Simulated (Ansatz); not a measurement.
Data:

MoPt:
Space group Fm-3m (No. 225); a = 5.182 Å, b = 5.182 Å, c = 5.182 Å, α = 90.00°, β = 90.00°, γ = 90.00°

| atom | site | symmetry | x | y | z |
|---|---|---|---|---|---|
| Pt | 4a | m-3m | 0.0000 | 0.0000 | 0.0000 |
| Mo | 4b | m-3m | 0.5000 | 0.5000 | 0.5000 |
(The calculation used a cell of 2 atoms; values per cell refer to that cell.)

This is the PBEsol-relaxed structure.

Problem. All from plane-wave PAW PBEsol (Ansatz code), unless another level is named. Give the Debye temperature from the elastic constants.

Solution. 138 K.

Problem. Predict the highest zone-centre frequency.

Solution. 3.55 THz.

Problem. And the elastic constants (relaxed ions, GPa)?

Solution. C11 = 277, C12 = 192, C44 = 6.4.

The start of the workflow was typed in or built on a structure type; neither database checked (COD, Materials Project) lists it. Whether it is the stable phase at ambient conditions was not checked. The cell was relaxed with PBEsol under the symmetry of its start; its stability against distortions is not shown here. No spin polarisation was allowed. Its formation energy is positive at this level, so the cell may be metastable or incomplete. As this level gives no gap, shear constants depend on the k-mesh and smearing (Fermi–Dirac, 0.1 eV here). As this level gives no gap, phonon frequencies hold no LO–TO term and depend on the k-mesh and smearing (Fermi–Dirac, 0.1 eV here). Scalar-relativistic: spin–orbit coupling is off unless named, which matters more the heavier the elements.

Potentials: the earlier of the program's two PAW sets. The files were generated under PBE; for other functionals the program regenerates the frozen cores, and for LDA and PBEsol the local potential too.
